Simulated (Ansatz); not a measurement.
## How the vibrations of CsO2 change with volume

Level of theory: Ansatz, DFT LDA, scalar-relativistic, plane waves, PAW. Settings: 420 eV plane-wave cutoff, Γ-centred 14×14×14 mesh, Gaussian smearing of 0.20 eV. Collinear spin, site moments 0.0, 0.3, 0.3 μB. Phonons by linear response, acoustic sum rule imposed.

The cell, relaxed at this level:
```cif
data_structure
_symmetry_space_group_name_H-M 'I4/mmm'
_symmetry_Int_Tables_number 139
_cell_length_a 4.2058
_cell_length_b 4.2058
_cell_length_c 7.0015
_cell_angle_alpha 90.000
_cell_angle_beta 90.000
_cell_angle_gamma 90.000
_cell_volume 123.85
loop_
_atom_site_label
_atom_site_type_symbol
_atom_site_symmetry_multiplicity
_atom_site_Wyckoff_symbol
_atom_site_fract_x
_atom_site_fract_y
_atom_site_fract_z
_atom_site_occupancy
Cs1 Cs 2 a 0.00000 0.00000 0.00000 1
O1 O 4 e 0.00000 0.00000 0.40628 1
```

In a metal, frequencies depend on the k mesh and the smearing, soft modes most. Spin–orbit coupling is left out, which matters for heavy elements. A semilocal functional can close a gap that the real compound has.

Cells at 0.98 and 1.02 times the equilibrium volume were relaxed in shape and atoms; γ = −d ln ν / d ln V, modes matched by rank.

Problem. Give the optical frequencies at Γ (cm⁻¹) at the three volumes and the mode Grüneisen parameters.

Solution.
```json
{"0.98 V": "159", "V": "151", "1.02 V": "144", "γ": "2.58", "degeneracy": "2"}
{"0.98 V": "186", "V": "178", "1.02 V": "169", "γ": "2.33", "degeneracy": "1"}
{"0.98 V": "205", "V": "197", "1.02 V": "189", "γ": "2.03", "degeneracy": "2"}
{"0.98 V": "1219", "V": "1217", "1.02 V": "1216", "γ": "0.08", "degeneracy": "1"}
```

Problem. What pressures hold the two strained cells, and what bulk modulus follows?

Solution. 0.64 GPa at 0.98 V and -0.56 GPa at 1.02 V, so B = −dP/d ln V ≈ 30 GPa.